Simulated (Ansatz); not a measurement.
## Zn₅Se₂S₃ (I-4m2) at 2 levels of theory

One geometry, relaxed with PBE; plane waves with PAW potentials in Ansatz, scalar-relativistic. No spin polarisation. Gaps are the least over mesh and band path; pressure is positive in compression.

```yaml
crystal:
  lattice:
    - [-1.96597, 1.96597, 13.88756]
    - [1.96597, -1.96597, 13.88756]
    - [1.96597, 1.96597, -13.88756]
  atoms:
    - { symbol: Zn, position: [0.70224, 0.70224, 0.00000] }
    - { symbol: Zn, position: [0.29776, 0.29776, 0.00000] }
    - { symbol: Zn, position: [0.89348, 0.89348, 0.00000] }
    - { symbol: Zn, position: [0.50000, 0.50000, 0.00000] }
    - { symbol: Zn, position: [0.10652, 0.10652, 0.00000] }
    - { symbol: Se, position: [0.44678, 0.94678, 0.50000] }
    - { symbol: Se, position: [0.05322, 0.55322, 0.50000] }
    - { symbol: S, position: [0.25000, 0.75000, 0.50000] }
    - { symbol: S, position: [0.84562, 0.34562, 0.50000] }
    - { symbol: S, position: [0.65438, 0.15438, 0.50000] }
```

```
level  cutoff (eV)    k mesh  gap (eV)  pressure (GPa)
  PBE          420  10×10×10      1.54             0.0
```

Problem. What comes out on the same cell with r2SCAN?

Solution.
| level | cutoff (eV) | k mesh | gap (eV) | pressure (GPa) |
| --- | --- | --- | --- | --- |
| r2SCAN | 500 | 10×10×10 | 2.09 | -2.2 |

It was reached by relaxing an invented guess, and it needn't be the stable form of this composition.
